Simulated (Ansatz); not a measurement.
In PBE in the plane-wave PAW code Ansatz, CdSiN₂ in the trigonal phase (R-3m; Cd on 3a, Si on 3b, N on 6c) relaxes to a = 2.921 Å, c = 16.625 Å. Si has 6 nearest neighbours from 1.95 Å (octahedral). Its formation energy from the elements is -5.7 kJ/mol of atoms, with no fitted shifts.

The Kohn–Sham gap is 0.97 eV (indirect). Gap from PBE with spin–orbit coupling: 0.98 eV. Electrons at the band edge weigh 0.13, 0.27, 0.27 mₑ (principal values). The hole mass is 0.33, 1.0, 1.5 mₑ (principal values).

An equation-of-state fit gives a bulk modulus of 1940 kbar.

The start of the workflow was typed in or built on a structure type; neither database checked (COD, Materials Project) lists it. Its standing as an ambient phase is unchecked. The PBE relaxation kept the symmetry of its start; its stability against distortions is not shown here. The references are the lowest solids computed at this level, not always the standard phases (solids in place of the gases). Spin–orbit coupling is left out wherever it is not named.

Potentials: the later of the program's two PAW sets.
